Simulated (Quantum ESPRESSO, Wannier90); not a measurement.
## Si2Ni (Fm-3m), plane waves to Wannier functions

```xyz
3
Lattice="0.0000 2.6932 2.6932 2.6932 0.0000 2.6932 2.6932 2.6932 0.0000" Properties=species:S:1:pos:R:3 pbc="T T T"
Si     1.3466     1.3466     1.3466
Si    -1.3466    -1.3466    -1.3466
Ni     0.0000     0.0000     0.0000
```

Structure: Materials Project mp-2291, symmetrised, not relaxed again. COD (Crystallography Open Database) has an entry of this formula and space group (matched by these alone). Level: PBEsol, no spin polarisation, no spin-orbit coupling; pw.x of Quantum ESPRESSO at 79 Ry with PseudoDojo potentials, 8×8×8 k-points, Wannier90. Density: 10×10×10 mesh, cold smearing 0.01 Ry. A non-magnetic state is assumed; magnetic ones were not tried.

Functional, cutoff and mesh named above are those of the base row (PBEsol); the first column says what each row takes instead. Model: 17 functions from bands 5-31, start hydrogen-like Si: s;p; Ni: s;p;d, disentangled but not localised (num_iter = 0), frozen window tied to the conduction edge or Fermi level of each row, as listed, which moves Ω_I and hoppings a little by itself. Energies are relative to the Fermi level; the misfit is to pw.x on a path, for states up to 1.0 eV relative to the Fermi level. The functional changes, each with its own PseudoDojo files and their cutoffs, on the same cell. The disentangled Ω_I can sit in another minimum from row to row.

| functional | frozen to (eV) | Ω_I (Å²) | rms misfit (meV) | bottom of band 5 (eV) | on-site Si1 pz minus Si1 s (eV) | hopping modulus Si1 pz – Si2 pz, R = 1 1 0 (eV) | hopping modulus Ni3 pz – Si2 s, R = 1 0 0 (eV) | hopping modulus Si1 s – Ni3 s, R = 0 1 0 (eV) | hopping modulus Ni3 dxy – Si2 s, R = 0 1 0 (eV) |
|---|---|---|---|---|---|---|---|---|---|
| LDA | 1.50 | 16.97 | 8.3 | -13.91 | 5.10 | 2.413 | 1.804 | 1.717 | 0.594 |
| PBE | 1.50 | 17.13 | 8.2 | -13.99 | 5.07 | 2.443 | 1.810 | 1.724 | 0.596 |
| PBEsol | 1.50 | 17.09 | 8.2 | -13.99 | 5.06 | 2.440 | 1.805 | 1.715 | 0.595 |
